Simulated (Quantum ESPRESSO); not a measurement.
## One change at a time to AlRe2Ru2Ti3

Calculated results; nothing here was measured. They come from Quantum ESPRESSO 7.5, a public plane-wave density functional program. Each row is one single-point run on a made-up periodic cell of eight metal atoms, with elements, volume, strain and displacements drawn at random and not relaxed, so a cell may be unstable or far from any real phase. There is no spin polarisation or spin-orbit coupling.

Settings: PBE unless stated; PseudoDojo standard norm-conserving files; Fermi-Dirac width 0.25 eV, which means electrons at about 2900 K; cutoff 1252 eV; 8 x 5 x 3 k mesh shifted half a step off Gamma. E is the free energy of the whole cell (internal energy minus TS), so a -TS column is already part of it. Stress is positive in tension, and the pressure P is minus a third of its trace.

Checks: one run of this series was repeated at a higher cutoff and on a denser mesh, which moved values by no more than 0.002 eV, 0.04 GPa and 0.012 eV/Å, and a second program with other atomic files agreed on it to 2 % rms in force and 0.5 GPa in pressure. Known limits: the copper pseudopotential is less sure than most, with forces differing by about three percent and pressure by about two GPa from a second method on plain copper; heavy elements are run without spin-orbit coupling, which real alloys of them have; a spin test at this wide smearing found no moment, but such smearing suppresses magnetism that the real alloy may have.

The lattice is hexagonal close-packed, and the cell vectors in Å are (-2.840, 0.038, 0.015); (0.023, 0.057, -4.530); (0.134, -9.795, 0.124), a volume of 125.94 Å³ in run 1. The elements on sites 1 to 8 are Ru Ti Re Re Al Ti Ti Ru. Each later run makes one change to run 1 and keeps the rest. E is counted from run 1, and is n/a where other atomic files have another zero of energy.

```
run,change,V (Å³),P (GPa),-TS (eV),rms force (eV/Å),largest change of a force component (eV/Å),E (eV)
1,none,125.94,-6.24,-2.017,0.375,0.000,0.000
2,sites 1 and 3 exchanged,125.94,-5.79,-2.040,0.246,0.485,-0.034
3,all lengths scaled by +1.89 %,133.22,-14.75,-2.145,0.360,0.143,0.487
4,PBEsol in place of PBE,125.94,-12.51,-2.017,0.387,0.127,n/a
5,Cu on site 5,125.94,-9.58,-2.087,0.359,0.904,n/a
6,site 4 moved by +0.23 Å along z,125.94,-5.63,-1.976,0.475,1.270,?
```

## Worked estimate

Along the move dE = -F dx. The force on site 4 along z is 0.206 eV/Å in run 1 and -0.996 eV/Å in run 6, and the move is +0.23 Å, so the mean force times the move gives an estimate.

## Withheld value

Question: what E should run 6 give?

The estimate is 0.091 eV. The calculation gave 0.091 eV.
